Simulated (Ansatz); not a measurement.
Equation of state of chromium, hcp

These are results of DFT, m-r2SCAN, plane waves (500 eV) with PAW, scalar-relativistic (Ansatz), not measurements. The PAW files were generated under PBE, with cores re-solved for the functional.

The cell is scaled uniformly from the relaxed one, with fractional coordinates and shape fixed. Energies are extrapolated to zero smearing, pressures are those at the given smearing. Magnetic state: non-magnetic.

| V (Å³/atom) | E − E₀ (meV/atom) | P (GPa) |
| --- | --- | --- |
| 10.284 | 165.5 | 41.97 |
| 10.751 | 68.6 | 25.13 |
| 11.219 | 16.1 | 11.36 |
| 11.686 | 0.0 | 0.10 |
| 12.154 | 13.5 | -9.10 |
| 12.621 | 51.4 | -16.60 |
| 13.089 | 109.0 | -22.70 |

(1) Fit a third-order Birch-Murnaghan equation.

## Answers

(1) V₀ = 11.69 Å³/atom, B₀ = 253 GPa, B₀′ = 4.0.

m-r²SCAN is r²SCAN on the gauge-invariant kinetic-energy density; without spin polarisation the two are equal.
